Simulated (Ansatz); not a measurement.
C:
```
C
1.0
   -2.42920     2.42920     2.42920
    2.42920    -2.42920     2.42920
    2.42920     2.42920    -2.42920
C
8
Direct
  0.32547   0.32547   0.32547
  0.00000   0.00000   0.67453
  0.00000   0.67453   0.00000
  0.67453   0.00000   0.00000
  0.00000   0.00000   0.32547
  0.67453   0.67453   0.67453
  0.00000   0.32547   0.00000
  0.32547   0.00000   0.00000
```

Relaxed with r²SCAN.

Question: Map the electron localisation function on the plane through (0.000, 0.675, 0.000) spanned by u = [1, 1, 0] and v = [1, -1, 0] in lattice vectors, from r²SCAN in the plane-wave PAW code Ansatz.

Answer: x is the fraction of u, y of v (the angle between them is 90°; rows are the nearest grid lines); atoms in the plane: C at (0.00, 0.00), C at (0.50, 0.50), C at (0.00, 0.67), C at (0.50, 0.17), C at (0.33, 0.67), C at (0.83, 0.17), C at (0.33, 0.00), C at (0.83, 0.50).
```
y \ x   0.000  0.0833  0.167  0.292  0.375  0.458  0.542  0.625  0.708  0.833  0.917   1.00
------  -----  ------  -----  -----  -----  -----  -----  -----  -----  -----  -----  -----
1.00    0.008   0.615  0.934  0.039  0.101  0.620  0.357  0.106  0.115  0.579  0.392  0.008
0.912   0.595   0.396  0.241  0.529  0.620  0.425  0.121  0.012  0.015  0.289  0.577  0.595
0.853   0.218   0.102  0.037  0.182  0.215  0.112  0.033  0.005  0.006  0.072  0.181  0.218
0.765   0.593   0.385  0.225  0.526  0.616  0.414  0.116  0.012  0.014  0.279  0.570  0.593
0.706   0.078   0.534  0.824  0.137  0.225  0.528  0.246  0.039  0.045  0.460  0.418  0.078
0.618   0.508   0.742  0.919  0.470  0.808  0.901  0.649  0.543  0.538  0.832  0.902  0.508
0.529   0.707   0.349  0.277  0.555  0.800  0.318  0.201  0.921  0.903  0.090  0.732  0.707
0.471   0.437   0.101  0.031  0.286  0.529  0.164  0.159  0.790  0.763  0.071  0.446  0.437
0.382   0.131   0.023  0.005  0.071  0.258  0.441  0.348  0.111  0.125  0.442  0.351  0.131
0.294   0.124   0.022  0.004  0.067  0.245  0.422  0.333  0.104  0.118  0.425  0.335  0.124
0.235   0.361   0.063  0.012  0.215  0.534  0.525  0.425  0.542  0.538  0.453  0.577  0.361
0.147   0.698   0.336  0.259  0.544  0.789  0.285  0.184  0.921  0.904  0.072  0.712  0.698
0.0882  0.800   0.692  0.803  0.690  0.927  0.913  0.672  0.785  0.772  0.822  0.949  0.800
0.000   0.008   0.615  0.934  0.039  0.101  0.620  0.357  0.106  0.115  0.579  0.392  0.008
```

The density is the valence pseudo-density with augmentation charge, so density and ELF within about 1 Å of a nucleus are not all-electron values.

Space group Im-3m. The start of the workflow was typed in or built on a structure type; neither database checked (COD, Materials Project) lists it. It is not the phase usual at ambient conditions (space group No. 194, 227). The r²SCAN relaxation kept the symmetry of its start; whether a distortion lowers the energy is not shown.

Potentials: the earlier of the program's two PAW sets.
